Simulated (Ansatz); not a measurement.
Total density of states per atom from r²SCAN in the plane-wave PAW code Ansatz, in 0.25 eV bins, energy from the Fermi level:

```
E (eV) | states/eV/atom
    -7.85 | ###### 0.41
    -7.60 | ##### 0.36
    -7.35 | ######## 0.54
    -7.10 |  0.01
    -6.85 | ## 0.16
    -6.60 | #### 0.29
    -6.35 | ####### 0.49
    -6.10 | ########## 0.73
    -5.85 | #### 0.31
    -5.60 | ########## 0.72
    -5.35 | ############ 0.82
    -5.10 | ########### 0.74
    -4.85 | #################### 1.39
    -4.60 | ############################## 2.10
    -4.35 | ########## 0.70
    -4.10 | ############# 0.93
    -3.85 | ################## 1.23
    -3.60 | ################## 1.26
    -3.35 | ############# 0.92
    -3.10 | ################# 1.22
    -2.85 | ################# 1.22
    -2.60 | ###################### 1.53
    -2.35 | ############## 0.97
    -2.10 | ############ 0.81
    -1.85 | ######## 0.55
    -1.60 | ######## 0.59
    -1.35 | ##### 0.36
    -1.10 | ###### 0.39
    -0.85 | ###### 0.45
    -0.60 | ###### 0.41
    -0.35 | ####### 0.46
    -0.10 | #### 0.27
     0.15 | ## 0.11
     0.40 | # 0.09
     0.65 | ## 0.12
     0.90 | ### 0.19
     1.15 | #### 0.27
     1.40 | ###### 0.41
     1.65 | ### 0.21
     1.90 | ### 0.22
     2.15 | #### 0.31
     2.40 | #### 0.31
     2.65 | ####### 0.48
     2.90 | ####### 0.52
     3.15 | ##### 0.35
     3.40 | #### 0.31
     3.65 | ####### 0.48
     3.90 | ####### 0.47
     4.15 | ###### 0.42
     4.40 | ##### 0.38
     4.65 | ##### 0.38
```

Pick the material that matches.
A. GaN, wurtzite
B. GeTePt, P2_13 (Ge on 4a, Te on 4a, Pt on 4a)
C. ZnGa11Co4, P2/m (Pearson symbol mP16)
D. GaPt, P2_13 (Ga on 4a, Pt on 4a)

D, GaPt, P2_13 (Ga on 4a, Pt on 4a). Within 0.5 eV of the Fermi level: Pt 5d 45 %, Ga 4p 35 %, Ga 4s 11 %. Projections are on Löwdin-orthogonalised atomic valence shells; empty p or d shells of many metals are not among them.

The workflow started from a Materials Project entry (that database holds measured and hypothetical structures alike); the Crystallography Open Database copy checked does not list it. With Ga and Pt taken as one species the cell has the higher symmetry Pa-3, so it may be an ordered model of a mixed-site phase. Its standing as an ambient phase is unchecked. Symmetry was held in the r²SCAN relaxation; its stability against distortions is not shown here. No spin polarisation was allowed. Scalar-relativistic: spin–orbit coupling is off unless named, which matters more the heavier the elements.

Potentials: the later of the program's two PAW sets.
